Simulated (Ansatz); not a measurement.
Data:

YAu:
```
YAu
1.0
    3.58444     0.00000     0.00000
    0.00000     3.58444     0.00000
    0.00000     0.00000     3.58444
Au Y
1 1
Direct
  0.00000   0.00000   0.00000
  0.50000   0.50000   0.50000
```

This is the r²SCAN-relaxed structure.

Task: All from DFT-r²SCAN in the program Ansatz with PAW potentials, unless another level is named. Estimate the density of states at the Fermi level.

Result: 0.50 states/eV per atom (mean over ±0.08 eV).

Task: Predict the formation energy from the elements (no fitted shifts).

Result: -0.93 eV/atom.

Task: Next, the gap with spin–orbit coupling?

Result: none (metallic).

Space group Pm-3m (CsCl type). The workflow started from an entry of the Crystallography Open Database (COD). Whether it is the stable phase at ambient conditions was not checked. The r²SCAN relaxation kept the symmetry of its start; its stability against distortions is not shown here. The run is not spin-polarised. The references are the lowest solids computed at this level, not always the standard phases. Spin–orbit coupling is left out wherever it is not named.

Potentials: the later of the program's two PAW sets.
